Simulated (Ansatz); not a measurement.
**BN (P6_3mc), zone-centre modes**

Method: Ansatz, DFT r2SCAN, scalar-relativistic, plane waves, PAW. The runs took a 500 eV cutoff, a Γ-centred 10×6×6 mesh and Gaussian smearing (0.05 eV). No spin polarisation.

The starting cell (relaxed at this level; this wurtzite form isn't the usual structure):

```yaml
crystal:
  lattice:
    - [-2.54397, 0.00000, 0.00000]
    - [0.00000, 0.00000, -4.20774]
    - [0.00000, -4.40628, 0.00000]
  atoms:
    - { symbol: B, position: [0.00000, 0.00020, 0.33333] }
    - { symbol: B, position: [0.50000, 0.00020, 0.83333] }
    - { symbol: B, position: [0.50000, 0.50020, 0.16667] }
    - { symbol: B, position: [0.00000, 0.50020, 0.66667] }
    - { symbol: N, position: [0.00000, 0.37480, 0.33333] }
    - { symbol: N, position: [0.50000, 0.37480, 0.83333] }
    - { symbol: N, position: [0.50000, 0.87480, 0.16667] }
    - { symbol: N, position: [0.00000, 0.87480, 0.66667] }
```

Harmonic modes by finite displacements of 0.02 Å, without the LO–TO term. The cell doubles the primitive one, so its zone centre also holds the primitive cell's point q = (0, 1/2, 0).

Q: At this geometry, is the structure stable against these modes?

A: Yes: no mode is imaginary beyond 10 cm⁻¹, and only the three translations lie near zero.

Q: List the wavenumbers in cm⁻¹.

A: 0, 0, 0, 487, 487, 492, 614, 706, 849, 883, 885, 886, 952, 952, 953, 974, 991, 1019, 1023, 1057, 1057, 1103, 1143, 1145.

Cost: 1 run of about 8.7 core-minutes, on Intel Xeon Processor @ 2.50GHz (Skylake/Cascade Lake) (shared hosts).